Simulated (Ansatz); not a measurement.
## Property card for Ga₃B₂As

Level of theory: DFT PBE, scalar-relativistic, plane waves, PAW in Ansatz.

Settings: cutoff 420 eV, Γ-centred mesh 8×8×12 on the computed 6-atom cell, Gaussian smearing of 0.10 eV; no spin polarisation.

The structure is relaxed at this level of theory with its symmetry kept, and needn't be the ground state of this composition.

```
Ga B As
1.0
     3.32725   -4.37352    0.00000
     3.32725    4.37352    0.00000
     0.00000    0.00000    3.13704
Ga B As
3 2 1
Cartesian
  0.0000 0.0000 0.0000
  1.6636 -2.1868 1.5685
  1.6636 2.1868 1.5685
  3.3273 2.2616 0.0000
  3.3273 -2.2616 0.0000
  3.3273 0.0000 0.0000
```

Question: Formation energy from the elements' standard states (uncorrected)?

Answer: +0.619 eV/atom.

Question: Kohn–Sham band gap?

Answer: none (metal).

Question: Density of states at the Fermi level?

Answer: 2.4 states/eV per cell.

Question: Orbital (Löwdin) character within 0.5 eV of the Fermi level?

Answer: B 2p 32 %, Ga 4p 28 %, As 4p 21 %, Ga 4s 9 %.

Question: Bader charge by site (e)?

Answer: Ga (1 in the cell) 0.35, Ga (2 in the cell) 0.59, B (2 in the cell) -0.67, As (1 in the cell) -0.18.

Another cell of Ga3B2As relaxed alike, in R-3m, lies 62 meV/atom lower, so this cell isn't the stable form at this level.

The cell was found from a structure generator's guess, not taken from experiment. Löwdin shares on free-atom orbitals overweight diffuse shells.
